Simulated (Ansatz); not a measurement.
Given:

In$_{2}$SeS:
```xyz
4
Lattice="4.0090 0.0000 0.0000 -2.0045 3.4719 0.0000 0.0000 0.0000 9.2175" Properties=species:S:1:pos:R:3 pbc="T T T"
In     0.0000     0.0000     4.1426
In     0.0000     2.3146     0.2267
Se     0.0000     2.3146     5.3970
S      0.0000     0.0000     1.7371
```

This is the PBEsol-relaxed structure. Cartesian axes are those of the cell as given.

Problem. All from plane-wave PAW PBEsol (Ansatz code), unless another level is named. Estimate the highest zone-centre frequency (without LO–TO term).

Solution. 339 cm⁻¹.

Problem. Predict the piezoelectric stress constants (proper, relaxed ions, C/m²).

Solution. e31 = e32 = -0.06, e33 = -0.07.

Problem. What about the elastic constants (relaxed ions, GPa)?

Solution. C11 = 40.2, C12 = 14.6, C13 = 2.8, C14 = 0.1, C33 = 12.2, C44 = -2.2.

Space group P3m1. The start of the workflow was typed in or built on a structure type; neither database checked (COD, Materials Project) lists it. Whether it is the stable phase at ambient conditions was not checked. Symmetry was held in the PBEsol relaxation. At this level the phase is mechanically unstable. Signs of piezoelectric constants follow the polarity of the cell as given.

Potentials: the earlier of the program's two PAW sets. The files were generated under PBE; for other functionals the program regenerates the frozen cores, and for LDA and PBEsol the local potential too.
